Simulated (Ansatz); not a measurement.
The relaxed structure here is a generated cell of Pt: the first start was made by placing the elements on the sites of a structure type, and the end was not matched to a known phase here, so it may be hypothetical. Known forms of Pt include space group No. 225.

A relaxed cell of Pt (Pm-3m (No. 221)), relaxed on a k-mesh at least as fine as the one used below. Method: PBE (plane waves to 420 eV, PAW, scalar-relativistic; Ansatz, a program for electronic structure). Γ-centred k-mesh 12×12×12 on the run's cell (coarser than for final values), Fermi–Dirac smearing 0.05 eV.

```
Pt
1.0
    5.24811     0.00000     0.00000
    2.62406     2.62406     0.00000
    0.00000     0.00000     2.62406
Pt
2
Direct
  0.00000   0.00000   0.00000
  0.50000   0.00000   0.00000
```

The atoms are displaced along an unstable phonon of this cell by (Å):

```json
[
 {"atom": "Pt1", "ux": "0.000", "uy": "0.000", "uz": "0.150"},
 {"atom": "Pt2", "ux": "0.000", "uy": "0.000", "uz": "-0.150"}
]
```

Problem. What forces (eV/Å) and pressure result?

Solution. 
```
atom    Fx    Fy     Fz
----  ----  ----  -----
Pt1   0.00  0.00   0.26
Pt2   0.00  0.00  -0.26
```

Pressure -1.4 GPa.

The undisplaced cell is probably no minimum: from this displacement the run went on to I4/mmm (No. 139), 0.44 eV/atom below it.

No spin polarisation in the result.
